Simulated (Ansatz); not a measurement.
TaTe (CsCl type, Pm-3m) under volume change, r²SCAN in the plane-wave PAW code Ansatz, scaled uniformly.

```json
[
 {"V (Å³/atom)": "17.955", "E − E(relaxed) (meV/atom)": "91.4", "P (GPa)": "17.99"},
 {"V (Å³/atom)": "18.547", "E − E(relaxed) (meV/atom)": "38.2", "P (GPa)": "10.96"},
 {"V (Å³/atom)": "19.139", "E − E(relaxed) (meV/atom)": "9.0", "P (GPa)": "5.02"},
 {"V (Å³/atom)": "19.731", "E − E(relaxed) (meV/atom)": "0.0", "P (GPa)": "0.00"},
 {"V (Å³/atom)": "20.323", "E − E(relaxed) (meV/atom)": "8.0", "P (GPa)": "-4.22"},
 {"V (Å³/atom)": "20.915", "E − E(relaxed) (meV/atom)": "30.3", "P (GPa)": "-7.76"},
 {"V (Å³/atom)": "21.507", "E − E(relaxed) (meV/atom)": "64.7", "P (GPa)": "-10.76"}
]
```

Task: What does a third-order Birch–Murnaghan fit give for V₀, B₀ and B′?

Result: V₀ = 19.73 Å³/atom, B₀ = 153 GPa, B′ = 4.7.

The start of the workflow was typed in or built on a structure type; neither database checked (COD, Materials Project) lists it. Whether it is the stable phase at ambient conditions was not checked. The cell was relaxed with r²SCAN under the symmetry of its start; its stability against distortions is not shown here. No spin polarisation was allowed. Its formation energy is positive at this level, so the cell may be metastable or incomplete. Spin–orbit coupling is left out wherever it is not named.

Potentials: the earlier of the program's two PAW sets.
